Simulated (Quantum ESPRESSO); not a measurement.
# Kohn-Sham bands of Sr2H6Os (Fm-3m)

```
CELL_PARAMETERS angstrom
      0.00000     3.81228     3.81228
      3.81228     0.00000     3.81228
      3.81228     3.81228     0.00000
ATOMIC_POSITIONS crystal
  Sr 0.75000 0.75000 0.75000
  Sr 0.25000 0.25000 0.25000
  H  0.77385 0.77385 0.22615
  H  0.22615 0.22615 0.77385
  H  0.22615 0.77385 0.77385
  H  0.77385 0.22615 0.22615
  H  0.77385 0.22615 0.77385
  H  0.22615 0.77385 0.22615
  Os 0.00000 0.00000 0.00000
```

Cell from Materials Project (mp-1078677), symmetrised, no further relaxation. Not found in the COD (Crystallography Open Database) copy used; not checked further. Computed values, not measurements, from PBEsol: Quantum ESPRESSO (norm-conserving PseudoDojo potentials, cutoff 60 Ry, no spin polarisation, no spin-orbit coupling) on a Γ-centred 4×4×4 mesh, then Wannier90. Density: 8×8×8 mesh, cold smearing 0.01 Ry. Spin-orbit coupling is left out although heavy elements are present.

Energies are relative to the valence-band maximum; weights are on the orthonormalised atomic waves of the pseudopotential files, averaged over the group. 42 electrons a cell are treated as valence.

```json
[
 {"bands": "1", "from (eV)": "-83.89", "to (eV)": "-83.89", "filling": "filled", "weight on atomic waves": "…"},
 {"bands": "2–4", "from (eV)": "-43.30", "to (eV)": "-43.30", "filling": "filled", "weight on atomic waves": "…"},
 {"bands": "5–6", "from (eV)": "-33.71", "to (eV)": "-33.65", "filling": "filled", "weight on atomic waves": "…"},
 {"bands": "7–12", "from (eV)": "-16.06", "to (eV)": "-15.57", "filling": "filled", "weight on atomic waves": "…"},
 {"bands": "13", "from (eV)": "-6.71", "to (eV)": "-5.28", "filling": "filled", "weight on atomic waves": "…"},
 {"bands": "14–15", "from (eV)": "-4.53", "to (eV)": "-3.77", "filling": "filled", "weight on atomic waves": "…"},
 {"bands": "16–18", "from (eV)": "-3.39", "to (eV)": "-1.57", "filling": "filled", "weight on atomic waves": "…"},
 {"bands": "19–21", "from (eV)": "-0.71", "to (eV)": "0.00", "filling": "filled", "weight on atomic waves": "…"}
]
```

Problem. Which atomic shells make up each group?

Solution. 
- 1, weight on atomic waves: Os 5s 96 %
- 2–4, weight on atomic waves: Os 5p 99 %
- 5–6, weight on atomic waves: Sr 4s 98 %
- 7–12, weight on atomic waves: Sr 4p 98 %
- 13, weight on atomic waves: H 1s 51 %, Os 6s 31 %, Sr 5s 10 %
- 14–15, weight on atomic waves: Os 5d 51 %, H 1s 47 %
- 16–18, weight on atomic waves: H 1s 82 %, Sr 5s 9 %
- 19–21, weight on atomic waves: Os 5d 90 %

The Kohn-Sham gap over both meshes and the path is 2.32 eV.
